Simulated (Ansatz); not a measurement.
Input and command of a plane-wave DFT calculation in Ansatz:

```yaml
crystal:
  lattice:
    - [3.1496808531, 0.0, 0.0]
    - [0.0, 3.1496808531, 3.1496808531]
    - [0.0, 0.0, 6.2993617062]
  atoms:
    - { symbol: Mo, position: [0.0, 0.0, 0.0], spin: 2.0 }
    - { symbol: S, position: [0.5, 0.5, 0.0] }
    - { symbol: Mo, position: [0.0, 0.0, 0.5], spin: -2.0 }
    - { symbol: S, position: [0.5, 0.5, 0.5] }
basis:
  ecutwfc: 500
kpoints:
  mp_grid: { grid: [12, 12, 6] }
hamiltonian:
  xc: r2scan
  hubbard: { sites: [{ species: Mo, l: d, u_eff: 4.38 }] }
scf:
  occupations: { method: gaussian, width: 0.1 }
output:
  forces: true
  stress: true
  eigenvalues: true
  populations: true
magnetization:
  spin_polarized: true
```

```bash
ansatz run input.yaml --threads 1 --pin off --max-ram 2560MiB --backend cpu --events-out ev --progress --plain --runs-dir out
```

Processor: Intel(R) Xeon(R) Processor @ 2.50GHz (Skylake/Cascade Lake), 1 thread, on a host shared with other jobs.

Problem. Estimate time, memory and problem size.

Solution. About 2 min on 1 thread of Intel(R) Xeon(R) Processor @ 2.50GHz (Skylake/Cascade Lake) (shared host), peak memory 0.95 GiB. It solves 27 bands at 112 k points (the mesh reduced by symmetry) with about 1535 plane waves, in 15 SCF iterations.
